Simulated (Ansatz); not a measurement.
## ZrS under pressure

All numbers below come from DFT LDA, scalar-relativistic, plane waves, PAW (Ansatz 0.2.0). Plane waves to 420 eV; Γ-centred k mesh 14×14×14; Fermi-Dirac smearing of 0.15 eV. No spin polarisation. Phonons by linear response, acoustic sum rule imposed.

The cell, relaxed at this level:
```cif
data_structure
_symmetry_space_group_name_H-M 'Fm-3m'
_symmetry_Int_Tables_number 225
_cell_length_a 5.1365
_cell_length_b 5.1365
_cell_length_c 5.1365
_cell_angle_alpha 90.000
_cell_angle_beta 90.000
_cell_angle_gamma 90.000
_cell_volume 135.52
loop_
_atom_site_label
_atom_site_type_symbol
_atom_site_symmetry_multiplicity
_atom_site_Wyckoff_symbol
_atom_site_fract_x
_atom_site_fract_y
_atom_site_fract_z
_atom_site_occupancy
Zr1 Zr 4 a 0.00000 0.00000 0.00000 1
S1 S 4 b 0.50000 0.00000 0.00000 1
```

In a metal, frequencies and elastic constants depend on the k mesh and the smearing, soft modes and shear constants most. A semilocal functional can close a gap that the real compound has.

Optical modes at Γ (cm⁻¹) at zero pressure: 271.

Under hydrostatic pressure the same modes lie at 362 cm⁻¹. What is the pressure, and how much has the cell shrunk?

Answers

25 GPa; the volume is 11.6 % smaller.